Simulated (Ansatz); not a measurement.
HfTeSe in space group P3m1 (No. 156; Hf on 1a, Te on 1c, Se on 1b), r²SCAN+D4 (plane waves, PAW; program Ansatz). The conduction-band minimum lies at L, with 3 equivalent valleys. Second derivatives d²E/dk² of the lowest band at one valley (eV·Å²), along Cartesian directions:

```
direction  d²E/dk²
---------  -------
[100]        41.21
[010]        4.526
[001]        6.254
[110]        22.91
[101]        23.78
[011]        8.579
```

### Question
Find the principal effective masses, the density-of-states mass and the conductivity mass.

### Answer
Off-diagonal terms follow from H_xy = H[110] − (H_xx + H_yy)/2, and m*/mₑ = 7.620 eV·Å² over each eigenvalue: 0.18, 0.88, 3.7. One valley's DOS mass (m₁m₂m₃)^(1/3) = 0.84, conductivity mass 3/(Σ 1/mᵢ) = 0.44 mₑ.

### Question
What effective density of states Nc follows at 300 K for parabolic valleys?

### Answer
Nc = 2.509e19 × 3 × (0.84)^(3/2) ≈ 5.8e19 cm⁻³.

The first step of the workflow began from a Materials Project structure, measured or hypothetical; the Crystallography Open Database copy checked does not list it. Its standing as an ambient phase is unchecked. Symmetry was held in the r²SCAN+D4 relaxation; its stability against distortions is not shown here. The run is not spin-polarised. Scalar-relativistic: spin–orbit coupling is off unless named, which matters more the heavier the elements.

Potentials: the later of the program's two PAW sets.

Edges and masses are those of Kohn–Sham bands, whose gap is no quasiparticle gap.
